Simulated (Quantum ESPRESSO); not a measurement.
# Band energies of WS$_{2}$

```
WS2
1.0
    3.18422     0.00000     0.00000
   -1.59211     2.75762     0.00000
    0.00000     0.00000    12.97828
S W
4 2
Direct
  0.33333   0.66667   0.62980
  0.66667   0.33333   0.37020
  0.66667   0.33333   0.12980
  0.33333   0.66667   0.87020
  0.33333   0.66667   0.25000
  0.66667   0.33333   0.75000
```

norm-conserving LDA (Quantum ESPRESSO, 70 Ry, scalar-relativistic); path ΓMKΓALHA,LM,KH; energies in eV from the valence-band maximum.

| k (1/Å) | point | band 22 | band 23 | band 24 | band 25 | band 26 | band 27 | band 28 | band 29 |
|---|---|---|---|---|---|---|---|---|---|
| 0.00 | Γ | -2.17 | -2.17 | -1.68 | -0.97 | 0.00 | 2.34 | 2.34 | 2.34 |
| 0.38 |  | -2.76 | -2.16 | -1.44 | -1.06 | -0.70 | 1.62 | 2.14 | 2.15 |
| 0.76 |  | -2.18 | -2.15 | -2.12 | -1.83 | -1.64 | 1.76 | 1.96 | 2.05 |
| 1.14 | M | -2.56 | -1.84 | -1.74 | -1.50 | -1.40 | 2.25 | 2.28 | 2.63 |
| 1.58 |  | -3.80 | -2.77 | -2.56 | -0.90 | -0.76 | 1.64 | 1.66 | 2.60 |
| 1.80 | K | -3.81 | -2.79 | -2.79 | -0.62 | -0.50 | 1.22 | 1.22 | 2.35 |
| 1.98 |  | -3.77 | -2.72 | -2.54 | -0.89 | -0.79 | 1.55 | 1.62 | 2.44 |
| 2.36 |  | -3.00 | -2.01 | -1.87 | -1.42 | -1.40 | 1.18 | 1.90 | 2.28 |
| 2.92 |  | -2.36 | -2.09 | -1.42 | -0.97 | -0.17 | 2.21 | 2.22 | 2.26 |
| 3.11 | Γ | -2.17 | -2.17 | -1.68 | -0.97 | 0.00 | 2.34 | 2.34 | 2.34 |
| 3.11 | A | -2.18 | -2.18 | -2.18 | -0.30 | -0.30 | 2.34 | 2.34 | 2.34 |
| 3.44 |  | -2.64 | -1.92 | -1.92 | -0.65 | -0.65 | 1.96 | 1.96 | 2.27 |
| 3.76 |  | -2.38 | -2.27 | -2.27 | -1.56 | -1.56 | 1.87 | 1.87 | 1.99 |
| 4.09 |  | -2.59 | -1.85 | -1.85 | -1.57 | -1.57 | 2.18 | 2.18 | 2.49 |
| 4.25 | L | -2.62 | -1.79 | -1.79 | -1.44 | -1.44 | 2.26 | 2.26 | 2.73 |
| 4.42 |  | -2.61 | -2.36 | -2.36 | -1.19 | -1.19 | 2.21 | 2.21 | 2.76 |
| 4.91 | H | -3.68 | -2.86 | -2.86 | -0.56 | -0.56 | 1.22 | 1.22 | 2.72 |
| 5.20 |  | -3.85 | -2.47 | -2.47 | -1.08 | -1.08 | 1.82 | 1.82 | 2.64 |
| 5.49 |  | -2.96 | -1.93 | -1.93 | -1.42 | -1.42 | 1.48 | 1.48 | 2.32 |
| 5.79 |  | -2.92 | -1.77 | -1.77 | -0.93 | -0.93 | 1.72 | 1.72 | 2.12 |
| 6.08 |  | -2.29 | -2.03 | -2.03 | -0.36 | -0.36 | 2.27 | 2.27 | 2.39 |
| 6.22 | A | -2.18 | -2.18 | -2.18 | -0.30 | -0.30 | 2.34 | 2.34 | 2.34 |
| 6.22 | L | -2.62 | -1.79 | -1.79 | -1.44 | -1.44 | 2.26 | 2.26 | 2.73 |
| 6.47 | M | -2.56 | -1.84 | -1.74 | -1.50 | -1.40 | 2.25 | 2.28 | 2.63 |
| 6.47 | K | -3.81 | -2.79 | -2.79 | -0.62 | -0.50 | 1.22 | 1.22 | 2.35 |
| 6.71 | H | -3.68 | -2.86 | -2.86 | -0.56 | -0.56 | 1.22 | 1.22 | 2.72 |

The LDA gap is indirect, 1.18 eV, from Γ to 43 % of the way from K to Γ; the smallest direct gap is 1.72 eV.

Without spin-orbit coupling, band edges of such heavy elements can be off by tenths of an eV.

Geometry of the Materials Project entry, not relaxed at this level.

The distance between layers or molecules is the database entry's, not relaxed here. Functionals without dispersion can leave it too large, which widens gaps and weakens the response across layers: the numbers belong to this cell.
